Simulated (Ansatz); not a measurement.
Bi2TeSe2 in space group R-3m (No. 166; Bi on 6c, Te on 3a, Se on 6c), the program Ansatz at the r²SCAN+D4 level (PAW), all energies at zero smearing, with the estimated change up to a 700 eV cutoff added, with one set of potentials and settings (totals compare only within such a set). Cell of 5 atoms (2 Bi, 1 Te, 2 Se): -42775.651 eV.

```
element              reference phase  E (eV/atom)
-------  ---------------------------  -----------
Bi         R-3m, 2 atoms in the cell  -12411.2119
Te       P3_121, 3 atoms in the cell   -6994.9777
Se       P3_121, 3 atoms in the cell   -5478.2513
```

Formation energy per atom, worked out: (-42775.651 − 2×(-12411.2119) − 1×(-6994.9777) − 2×(-5478.2513))/5 = -0.349 eV/atom (-34 kJ per mol of atoms), at 0 K, without zero-point energy or fitted corrections.

The first step of the workflow began from a Materials Project structure, measured or hypothetical; the Crystallography Open Database files this formula in space group No. 166, but the cells were not matched. Whether it is the stable phase at ambient conditions was not checked. The r²SCAN+D4 relaxation kept the symmetry of its start; its stability against distortions is not shown here. The references are the lowest solids computed at this level, not always the standard phases. Scalar-relativistic: spin–orbit coupling is off unless named, which matters more the heavier the elements.

Potentials: the later of the program's two PAW sets.
